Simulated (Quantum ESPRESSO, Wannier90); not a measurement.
Wannier functions of Rb$_{2}$Te (anti-fluorite)

```
begin unit_cell_cart
ang
    0.0000000000    4.2811050000    4.2811050000
    4.2811050000    0.0000000000    4.2811050000
    4.2811050000    4.2811050000    0.0000000000
end unit_cell_cart
begin atoms_frac
Rb   0.2500000000  0.2500000000  0.2500000000
Rb  -0.2500000000 -0.2500000000 -0.2500000000
Te   0.0000000000  0.0000000000  0.0000000000
end atoms_frac
```

Structure: Materials Project mp-441, symmetrised, not relaxed again. Not found in the COD (Crystallography Open Database) copy used; not checked further. Computed values, not measurements, from PBEsol: Quantum ESPRESSO (norm-conserving PseudoDojo potentials, cutoff 64 Ry, spinors with spin-orbit coupling) on a Γ-centred 6×6×6 mesh, then Wannier90. Density: 6×6×6 mesh, cold smearing 0.01 Ry.

Bands 27-34 form an isolated set from -8.73 to 0.00 eV relative to the valence-band maximum (on the path) and are turned into 8 Wannier functions by minimising the spread from the start: SCDM (isolated).

Where do the functions sit, how wide are they and what are they made of?


```json
[
 {"functions": "8", "spread (Å²)": "2.82", "nearest atom, distance (Å)": "Te 0.63", "second atom, distance (Å)": "Rb 3.08", "weight on atomic waves": "Te 5p 65 %, Te 5s 22 %, Rb 5s 9 %"}
]
```

Ω_I = 19.43 Å², Ω_total = 22.59 Å²; the interpolated bands follow pw.x to 0.3 meV rms on the path. It is the lowest total spread that any start reached here.
